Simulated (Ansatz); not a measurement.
## Formation energy of Ba3Si (antiAuCu3 structure)

Level of theory: DFT, PBE, scalar-relativistic, no spin polarisation; plane waves to 420 eV with PAW datasets (Ansatz 0.2.0), 6×6×6 k-mesh, Gaussian smearing of 0.05 eV. The datasets are Ansatz's generated set soft_2.

The cell came from substitution into a structure type; whether the compound takes it is for experiment to say.

The structure is cubic, space group Pm-3m (No. 221). The conventional cell has a = 5.383 Å, b = 5.383 Å, c = 5.383 Å, α = 90.00°, β = 90.00°, γ = 90.00°. Ba (site symmetry 4/mmm) has 8 Ba at 3.81 Å and 4 Si at 3.81 Å as nearest neighbours. Si (site symmetry m-3m) is surrounded by 12 Ba at 3.81 Å. (Shells end 15 % past the nearest neighbour.)

The elements were computed in their standard states with the same datasets, cutoff and functional. Total energies depend on the potentials used, so only differences within one code and one set of settings carry meaning.

Energy of the relaxed cell (4 atoms, smearing extrapolated to zero): -18484.529 eV. Elements, in eV/atom: Ba -5949.540, Si -635.810.

Question: What is the formation energy?

Answer: [-18484.529 − (3 × -5949.540 + 1 × -635.810)] / 4 = -0.02 eV/atom, or -2 kJ per mole of atoms.

The value is for 0 K, without zero-point energy. A negative value shows stability against the elements alone, not against other compounds or structures.

These numbers lack spin–orbit coupling.
